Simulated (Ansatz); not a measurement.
**Property card for VO2**

VO$_{2}$:
```cif
data_O8V4
_chemical_formula_sum 'V4 O8'
_space_group_name_H-M_alt 'P 1'
_space_group_IT_number 1
_cell_length_a 9.26263
_cell_length_b 2.81114
_cell_length_c 4.80362
_cell_angle_alpha 90.000
_cell_angle_beta 90.000
_cell_angle_gamma 90.000
loop_
_space_group_symop_operation_xyz
  'x, y, z'
loop_
_atom_site_label
_atom_site_type_symbol
_atom_site_fract_x
_atom_site_fract_y
_atom_site_fract_z
_atom_site_occupancy
V1 V 0.63706 0.25000 0.41598 1
V2 V 0.36294 0.75000 0.58402 1
V3 V 0.86294 0.75000 0.91598 1
V4 V 0.13706 0.25000 0.08402 1
O1 O 0.52197 0.75000 0.28726 1
O2 O 0.47803 0.25000 0.71274 1
O3 O 0.97803 0.25000 0.78726 1
O4 O 0.02197 0.75000 0.21274 1
O5 O 0.23145 0.75000 0.87012 1
O6 O 0.76855 0.25000 0.12988 1
O7 O 0.26855 0.25000 0.37012 1
O8 O 0.73145 0.75000 0.62988 1
```
The run is spin-polarised; directions of the spins, atom by atom: ↑ ↑ ↑ ↑ 0 0 0 0 0 0 0 0.

Space group Pnma (No. 62); conventional cell a = 9.2626 Å, b = 2.8111 Å, c = 4.8036 Å, α = β = γ = 90.00°.

Method: DFT-PBEsol in the program Ansatz with PAW potentials. Structure relaxed to zero pressure with the same functional. Other levels are named where they apply.

### Cell and energy

```yaml
volume_per_atom: 10.42 Å³
density: 4.40 g/cm³
Formation energy from the elements (no fitted shifts): -2.33 eV/atom
```

### Electronic structure

```yaml
electronic_character: metallic (no gap)
Density of states at the Fermi level: 0.50 states/eV per atom (mean over ±0.08 eV)
```

### Magnetism

```yaml
magnetic_order: ferromagnetic
net_moment: 0.33 μB per atom
```

### Mechanics

```yaml
Bulk modulus (Birch–Murnaghan fit): 90.7 GPa
Pressure derivative B′: 3.5
```

The first step of the workflow began from a Materials Project structure, measured or hypothetical; the Crystallography Open Database copy checked does not list it. COD files the formula under space group No. 10, 12, 14, 136. Its standing as an ambient phase is unchecked. The cell was relaxed with PBEsol under the symmetry of its start; its stability against distortions is not shown here. The final state is ferromagnetic, chosen from 4 collinear starts compared on coarse meshes (ties went to the first, and starts can fall back to one state), not a proven ground state. No Hubbard U is applied. The compound may be a true metal, but semilocal functionals without U, or a wrong spin order, can also close a gap. Point labels and valley counts follow the cell and symmetry of the run, lower than the named group. The references are the lowest solids computed at this level, not always the standard phases (solids in place of the gases).

Potentials: the earlier of the program's two PAW sets. The files were generated under PBE; for other functionals the program regenerates the frozen cores, and for LDA and PBEsol the local potential too.
